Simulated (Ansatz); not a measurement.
Input file for Ansatz (a program for electronic structure):

Ansatz 0.2 input:
```yaml
crystal:
  lattice:
    - [0.0, 2.6877389422, 2.6877389422]
    - [2.6877389422, 0.0, 2.6877389422]
    - [2.6877389422, 2.6877389422, 0.0]
  atoms:
    - { symbol: O, position: [0.25, 0.25, 0.25] }
    - { symbol: Sn, position: [0.0, 0.0, 0.0] }
kpoints:
  mp_grid: { grid: [10, 10, 10] }
  band_path:
    path:
      - [[0.0, 0.0, 0.0], [0.5, 0.0, 0.5], [0.625, 0.25, 0.625]]  # Γ-X-U
      - [[0.375, 0.375, 0.75], [0.0, 0.0, 0.0], [0.5, 0.5, 0.5], [0.5, 0.25, 0.75], [0.5, 0.0, 0.5]]  # K-Γ-L-W-X
    npoints: 12
basis: { xc_grid: 2 }
hamiltonian:
  xc: pbesol
  pseudopotentials: { azcp: { folder: ./paw }, kind: paw_fr }
magnetization: { noncollinear: true, spin_orbit: true }
scf:
  n_extra_bands: 12
  convergence: { dr2_threshold: 0.0000000001 }
  occupations: { method: gaussian, width: 0.05 }
output: { eigenvalues: true }
```

Output (shortened):

```
Pseudopotential: O, paw, valence charge 6
Pseudopotential: Sn, paw, valence charge 14
Functional definition: PBEsol
non-collinear run that drives no moment, with spin-orbit …
Crystal: 2 atoms, lattice volume = 38.832 Å³
Basis set: ecut = 420 eV, 749 PW (Γ), exchange–correlation on 54×54×54 points (8 copies of the dense FFT grid, shifted against one another)
Bands: 32, of which v1, the nominal top of the filled ones, is band 20 counted from 1 (19 counted from 0)
Symmetry: 24 space group operations + 24 with time reversal
k-points: 47 of 1000 (time reversal used)
Projection manifold: j_resolved (fully-relativistic pseudo-atomic orbitals)
SCF iter   1: F=—  HF=-6512.005830 eV  |F-HF|=—  |Δ(HF+E_count)|=         —  Δρ=4.34e-2  dr2=5.48e-1  dr2_m=0.00e0 (ungated)  ethr=3.10e-3  |M|=0.00e0 ∫|m|=0.00e0 μB  |m|>n=0.0e0 m-floor=0.0e0 τ_xc=0.0e0  β_m=0.30  ⟨swp⟩=8.0  Hψ=8803  notcnv=0  defer=67
preconditioner: auto → none
SCF iter   2: F=—  HF=-6511.888008 eV  |F-HF|=—  |Δ(HF+E_count)|=   1.18e-1  Δρ=1.84e-2  dr2=1.81e-1  dr2_m=0.00e0 (ungated)  ethr=2.74e-3  |M|=0.00e0 ∫|m|=0.00e0 μB  |m|>n=0.0e0 m-floor=0.0e0 τ_xc=0.0e0  β_m=0.32  ⟨swp⟩=2.8  Hψ=2657  notcnv=0  defer=236
SCF iter   3: F=—  HF=-6511.861904 eV  |F-HF|=—  |Δ(HF+E_count)|=   2.61e-2  Δρ=1.38e-2  dr2=4.55e-2  dr2_m=0.00e0 (ungated)  ethr=9.07e-4  |M|=0.00e0 ∫|m|=0.00e0 μB  |m|>n=0.0e0 m-floor=0.0e0 τ_xc=0.0e0  β_m=0.37  ⟨swp⟩=2.6  Hψ=1880  notcnv=0  defer=236
SCF iter   4: F=—  HF=-6511.856739 eV  |F-HF|=—  |Δ(HF+E_count)|=   5.17e-3  Δρ=2.80e-3  dr2=1.50e-3  dr2_m=0.00e0 (ungated)  ethr=2.28e-4  |M|=0.00e0 ∫|m|=0.00e0 μB  |m|>n=0.0e0 m-floor=0.0e0 τ_xc=0.0e0  β_m=0.52  ⟨swp⟩=3.1  Hψ=2577  notcnv=0  defer=236
SCF iter   5: F=—  HF=-6511.857198 eV  |F-HF|=—  |Δ(HF+E_count)|=   4.59e-4  Δρ=5.89e-4  dr2=9.15e-5  dr2_m=0.00e0 (ungated)  ethr=7.51e-6  |M|=0.00e0 ∫|m|=0.00e0 μB  |m|>n=0.0e0 m-floor=0.0e0 τ_xc=0.0e0  β_m=0.64  ⟨swp⟩=2.0  Hψ=2236  notcnv=0  defer=236
SCF iter   6: F=—  HF=-6511.857208 eV  |F-HF|=—  |Δ(HF+E_count)|=   9.48e-6  Δρ=8.70e-5  dr2=2.41e-6  dr2_m=0.00e0 (ungated)  ethr=4.58e-7  |M|=0.00e0 ∫|m|=0.00e0 μB  |m|>n=0.0e0 m-floor=0.0e0 τ_xc=0.0e0  β_m=0.74  ⟨swp⟩=2.0  Hψ=1612  notcnv=0  defer=236
SCF iter   7: F=—  HF=-6511.857210 eV  |F-HF|=—  |Δ(HF+E_count)|=   2.45e-6  Δρ=1.18e-5  dr2=5.66e-8  dr2_m=0.00e0 (ungated)  ethr=1.21e-8  |M|=0.00e0 ∫|m|=0.00e0 μB  |m|>n=0.0e0 m-floor=0.0e0 τ_xc=0.0e0  β_m=0.87  ⟨swp⟩=1.1  Hψ=1466  notcnv=0  defer=236
SCF iter   8: F=-6511.857210 eV  HF=-6511.857210 eV  |F-HF|=9.09e-12  |Δ(HF+E_count)|=   3.29e-9  Δρ=3.17e-7  dr2=2.49e-11  dr2_m=0.00e0 (ungated)  ethr=1.00e-12  |M|=0.00e0 ∫|m|=0.00e0 μB  |m|>n=0.0e0 m-floor=0.0e0 τ_xc=0.0e0  ⟨swp⟩=9.5  Hψ=7391  notcnv=0
SCF 1 converged in 8 iterations: F = -6511.857210 eV  dr2 = 2.49e-11
NSCF: frozen V_eff on 74 k-points
SCF converged after 8 iterations
Magnetization: |M| = 0.0000 μB,  M = (+0.0000, +0.0000, +0.0000) μB
Absolute magnetization: 0.0000 μB (∫|m|)
  site 0: m = (+0.0000, +0.0000, +0.0000) μB, |m| = 0.0000 μB  (R = 0.96 Å)
  site 1: m = (+0.0000, +0.0000, +0.0000) μB, |m| = 0.0000 μB  (R = 0.96 Å)
Free energy (F): -6511.857210 eV
Harris-Foulkes:  -6511.857210 eV  (|F-HF|=9.09e-12)
Internal energy: -6511.856884 eV  (E = F + TS)
E sigma→0 (E₀):  -6511.857047 eV
Entropy (-TS):   -0.000326 eV (-0.163 meV/atom)
Fermi energy:    8.769754 eV
--- Per-component energies (eV) ---
  E_band       = -115.122194
  E_kinetic    = 333.364668
  E_local      = -1470.185343  (includes V_loc(G=0)·N_el)
  E_nonlocal   = 199.833309
  E_hartree    = 678.068418
  E_xc         = -195.135279
  E_vxc        = -170.584387  (∫ρ·V_xc dr)
  E_paw        = -4452.992793  (= ΣΔE_a)
  E_vpaw       = -363.688302  (= ΣTr[D̂ρ^β])
  E_aug_tail   = 0.001065  (compensation charges beyond the density's cutoff)
  E_ewald      = -1605.134113
  E_core_change = 0.323183  (= ΣΔE_core)
  E_smearing   = -0.000326  (= −TS)
  E_closure    = 0.000000  (closes the sum)
  Σ components = -6511.857210   (vs F -6511.857210, Δ=0.00e0)
  [band-id]    e_kinetic+e_local+e_nonlocal+2·e_hartree+e_vxc+e_vpaw+e_augmentation_tail = -115.122154   (vs E_band -115.122194, Δ=3.96e-5)
--- Band table (eV; the first three rows and the last of 47) ---
  k-point 0: bands = ["-13.4857", "-13.4857", "-13.4857", "-13.4857", "-12.4739", "-12.4739", "-12.4369", "-12.4369", "-12.4369", "-12.4369", "-10.3007", "-10.3007", "2.4560", "2.4560", "4.9418", "4.9418", "4.9883", "4.9883", "4.9883", "4.9883", "12.7295", …
  k-point 1: bands = ["-13.4885", "-13.4885", "-13.4865", "-13.4837", "-12.4787", "-12.4787", "-12.4426", "-12.4426", "-12.4356", "-12.4321", "-10.2380", "-10.2380", "2.2275", "2.2275", "4.9075", "4.9075", "4.9419", "4.9465", "5.1868", "5.1868", "12.4752", …
  k-point 2: bands = ["-13.4961", "-13.4961", "-13.4859", "-13.4813", "-12.4953", "-12.4953", "-12.4510", "-12.4510", "-12.4287", "-12.4230", "-10.0707", "-10.0707", "1.7174", "1.7174", "4.7877", "4.7877", "4.8283", "4.8356", "5.6307", "5.6307", "11.6060", …
  k-point 46: bands = ["-13.5788", "-13.5102", "-13.4625", "-13.4544", "-12.6363", "-12.5158", "-12.4352", "-12.4180", "-12.4144", "-12.4042", "-9.4080", "-9.3793", "0.9441", "0.9500", "3.3028", "3.3849", "3.4339", "3.4684", "8.8441", "8.8612", "9.6412", …
```

Cost: very roughly 30 core-seconds on shared cores.

Space group F-43m (zinc blende). The start of the workflow was typed in or built on a structure type; neither database checked (COD, Materials Project) lists it. It is not the phase usual at ambient conditions (space group No. 129). The PBEsol relaxation kept the symmetry of its start. At this level the phase is mechanically unstable. The volume moved by 16 % from the start of the relaxation.

Potentials: the earlier of the program's two PAW sets. The files were generated under PBE; for other functionals the program regenerates the frozen cores, and for LDA and PBEsol the local potential too.

Ansatz is a plane-wave DFT program.
